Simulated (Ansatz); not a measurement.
# Data sheet: InSb (DFT)

InSb:
```
CELL_PARAMETERS angstrom
      4.58743     0.00000     0.00000
     -2.29371     3.97283     0.00000
      0.00000     0.00000    10.03099
ATOMIC_POSITIONS crystal
  In 0.00000 0.44565 0.66667
  In 0.55435 0.55435 0.00000
  In 0.44565 0.00000 0.33333
  Sb 0.00000 0.46436 0.16667
  Sb 0.53564 0.53564 0.50000
  Sb 0.46436 0.00000 0.83333
```

Space group P3_121 (No. 152); conventional cell a = b = 4.5874 Å, c = 10.0310 Å, α = β = 90.00°, γ = 120.00°.

Method: PBEsol (plane waves, PAW; program Ansatz). The cell and atoms are relaxed at this level. Other levels are named where they apply.

Cell and energy:

| Quantity | Value |
|---|---|
| Volume per atom | 30.47 Å³ |
| Density | 6.45 g/cm³ |
| Formation energy from the elements (no fitted shifts) | 0.010 eV/atom |

Electronic structure:

| Item | Value |
|---|---|
| Electronic character | no gap, with almost no states at the Fermi level (zero-gap or semimetallic) |
| Density of states at the Fermi level | 0.03 states/eV per atom (mean over ±0.08 eV) |

The start of the workflow was typed in or built on a structure type; neither database checked (COD, Materials Project) lists it. It is not the phase usual at ambient conditions (space group No. 216). Symmetry was held in the PBEsol relaxation; its stability against distortions is not shown here. A small band overlap can be real or an error of a semilocal functional. The references are the lowest solids computed at this level, not always the standard phases. Spin–orbit coupling is left out wherever it is not named.

Potentials: the later of the program's two PAW sets.
